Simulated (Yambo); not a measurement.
Yambo run on Rb₂ScAgF₆ (space group Fm-3m, No. 225). The wavefunctions come from this Quantum ESPRESSO step (LDA, PseudoDojo standard norm-conserving files, scalar-relativistic):

```
&CONTROL
  calculation = 'nscf'
  pseudo_dir = './pseudo'
  outdir = './out'
/
&SYSTEM
  ibrav = 0
  nat = 10
  ntyp = 4
  ecutwfc = 86.0
  ecutrho = 344.0
  occupations = 'fixed'
  force_symmorphic = .true.
  nbnd = 276
/
&ELECTRONS
  conv_thr = 1e-08
  diago_full_acc = .true.
  diago_thr_init = 1e-08
/
ATOMIC_SPECIES
F 18.9984 F.upf
Sc 44.9559 Sc.upf
Rb 85.4678 Rb.upf
Ag 107.8682 Ag.upf
CELL_PARAMETERS angstrom
  0.000000000000   4.493015000000   4.493015000000
  4.493015000000   0.000000000000   4.493015000000
  4.493015000000   4.493015000000   0.000000000000
ATOMIC_POSITIONS crystal
F   0.773500000000   0.226500000000   0.226500000000
F   0.226500000000   0.773500000000   0.773500000000
F   0.226500000000   0.773500000000   0.226500000000
F   0.773500000000   0.226500000000   0.773500000000
F   0.226500000000   0.226500000000   0.773500000000
F   0.773500000000   0.773500000000   0.226500000000
Sc   0.000000000000   0.000000000000   0.000000000000
Rb   0.750000000000   0.750000000000   0.750000000000
Rb   0.250000000000   0.250000000000   0.250000000000
Ag   0.500000000000   0.500000000000   0.500000000000
K_POINTS automatic
2 2 2 0 0 0
```

Yambo input:

```
rim_cut
gw0
dyson
el_el_corr
HF_and_locXC
ppa
em1d
RandQpts= 1000000
RandGvec= 1 Ry
EXXRLvcs= 86 Ry
VXCRLvcs= 344 Ry
Chimod= "HARTREE"
% BndsRnXp
 6 | 273 |
%
NGsBlkXp= 7 Ry
% LongDrXp
 1.0 | 1.0 | 1.0 |
%
PPAPntXp= 27.2114 eV
% GbndRnge
 1 | 273 |
%
GTermKind= "BG"
DysSolver= "n"
ExtendOut
% QPkrange
 1 | 1 | 45 | 46 |
 2 | 2 | 45 | 46 |
%
```

k points by index: 1 = Γ, 2 = L.

The o-*.qp file then holds:

```
#    K-point    Band    Eo [eV]    E [eV]    E-Eo [eV]    Vxc [eV]    Vnlxc [eV]    Sc|Eo [eV]    Sc|E [eV]    dSc/dw|Eo [eV]    Re(Z)    Im(Z)
#
    1    45    -0.242902    -2.290177    -2.047275    -24.64420    -31.37894    4.249639    4.687464    -5.819008    0.823827    -0.001038
    1    46    2.958100    4.480122    1.522022    -11.09110    -6.144268    -3.198353    -3.424812    -4.048519    0.870488    -0.801997E-3
    2    45    0.000000    -2.047854    -2.047854    -25.00025    -31.88294    4.392769    4.834837    -5.873728    0.822465    -0.001079
    2    46    4.182906    5.899184    1.716279    -13.50541    -8.366165    -3.132998    -3.422969    -4.597226    0.855471    -0.938885E-3
```
(The two width columns are left out.) Convergence of these settings isn't established.

Spin-orbit coupling is not included.

Geometry of the Materials Project entry, not relaxed at this level.

The structure is a Materials Project entry; no match was found in the copy of COD used, and its stability was not checked.
